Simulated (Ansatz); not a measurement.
Wurtzite alloy of GaAs and AlAs (39 of 48 Ga sites exchanged), 96 atoms

Ansatz, PAW, plane waves. PBEsol relaxation of cell lengths and atoms (angles held) at the single k point (¼, ¼, ¼) without its symmetry partners; single points on the relaxed atoms at the Γ point alone, onto which points of the small cell's zone fold. Arrangement: quasirandom. No spin–orbit coupling unless named.

Relaxed structure:

```
CELL_PARAMETERS angstrom
11.98795 0.00000 0.00000
0.00000 13.86441 0.00000
0.00000 0.00000 13.16522
ATOMIC_POSITIONS crystal
Al 0.00033 0.16649 0.99969
Al 0.33360 0.16633 0.99960
Al 0.33394 0.16637 0.49992
Al 0.16678 0.41629 0.99986
Al 0.16675 0.41621 0.50008
Al 0.00012 0.66659 0.99970
Al 0.00024 0.66639 0.50010
Al 0.66695 0.16650 0.99984
Al 0.66729 0.16656 0.50009
Al 0.50015 0.41645 0.99965
Al 0.50014 0.41668 0.49957
Al 0.33326 0.66657 0.99975
Al 0.33316 0.66654 0.49980
Al 0.16678 0.91667 0.99965
Al 0.83343 0.41653 0.99982
Al 0.66680 0.66650 0.99970
Al 0.66675 0.66619 0.49983
Al 0.50026 0.91623 0.99992
Al 0.50001 0.91669 0.49990
Al 0.83341 0.91641 0.00003
Al 0.99954 0.33310 0.25002
Al 0.00010 0.33331 0.74965
Al 0.49986 0.08332 0.24968
Al 0.49992 0.08331 0.75011
Al 0.33294 0.33341 0.24966
Al 0.33323 0.33339 0.74997
Al 0.16637 0.58328 0.24979
Al 0.16672 0.58333 0.75007
Al 0.99970 0.83385 0.24999
Al 0.99981 0.83373 0.74961
Al 0.83309 0.08321 0.24995
Al 0.83300 0.08318 0.74984
Al 0.66651 0.33384 0.24997
Al 0.66648 0.33366 0.74974
Al 0.33315 0.83338 0.25000
Al 0.33338 0.83333 0.74972
Al 0.83325 0.58352 0.25010
Al 0.83332 0.58345 0.74970
Al 0.66620 0.83297 0.74986
Ga 0.00028 0.16596 0.50043
Ga 0.16657 0.91681 0.49996
Ga 0.83361 0.41628 0.50027
Ga 0.83359 0.91642 0.50010
Ga 0.16632 0.08338 0.25032
Ga 0.16662 0.08339 0.74972
Ga 0.49965 0.58339 0.25007
Ga 0.49972 0.58320 0.75042
Ga 0.66634 0.83322 0.25042
As 0.00008 0.16647 0.18700
As 0.00007 0.16648 0.68734
As 0.33312 0.16663 0.18686
As 0.33341 0.16670 0.68708
As 0.16622 0.41664 0.18698
As 0.16676 0.41680 0.68709
As 0.00000 0.66717 0.18690
As 0.00027 0.66700 0.68710
As 0.66658 0.16714 0.18701
As 0.66654 0.16695 0.68705
As 0.49986 0.41699 0.18691
As 0.49992 0.41695 0.68680
As 0.33321 0.66673 0.18699
As 0.33347 0.66663 0.68701
As 0.16676 0.91711 0.18691
As 0.16677 0.91699 0.68689
As 0.83330 0.41693 0.18697
As 0.83349 0.41674 0.68713
As 0.66644 0.66672 0.18712
As 0.66631 0.66637 0.68703
As 0.50011 0.91659 0.18710
As 0.50006 0.91682 0.68699
As 0.83279 0.91651 0.18718
As 0.83285 0.91652 0.68700
As 0.16661 0.08320 0.43724
As 0.16677 0.08311 0.93687
As 0.99982 0.33256 0.43736
As 0.99994 0.33306 0.93688
As 0.50048 0.08310 0.43680
As 0.50026 0.08282 0.93719
As 0.33332 0.33283 0.43682
As 0.33335 0.33293 0.93705
As 0.16648 0.58276 0.43693
As 0.16658 0.58289 0.93715
As 0.99991 0.83308 0.43723
As 0.99993 0.83315 0.93688
As 0.83354 0.08279 0.43725
As 0.83347 0.08294 0.93708
As 0.66697 0.33317 0.43714
As 0.66677 0.33304 0.93686
As 0.49970 0.58330 0.43695
As 0.49982 0.58308 0.93729
As 0.33300 0.83320 0.43705
As 0.33320 0.83317 0.93689
As 0.83353 0.58288 0.43722
As 0.83335 0.58299 0.93691
As 0.66674 0.83303 0.43733
As 0.66679 0.83299 0.93704
```

Task: What are the mean bond lengths by pair (pairs within 1.2 times the sum of covalent radii, less contacts 15 % beyond the pair's median; cation–cation pairs of compounds aside; long ionic contacts are cut short by that bound)?

Result: Al–As 2.456 ± 0.005 Å (standard deviation, 156 bonds); As–Ga 2.454 ± 0.005 Å (standard deviation, 36 bonds).

Task: What gap lies between the top filled and the lowest empty level in the single points?

Result: HSE06 2.27 eV (80 s on NVIDIA GB300); r²SCAN 1.95 eV (9.1 s on NVIDIA GB300).
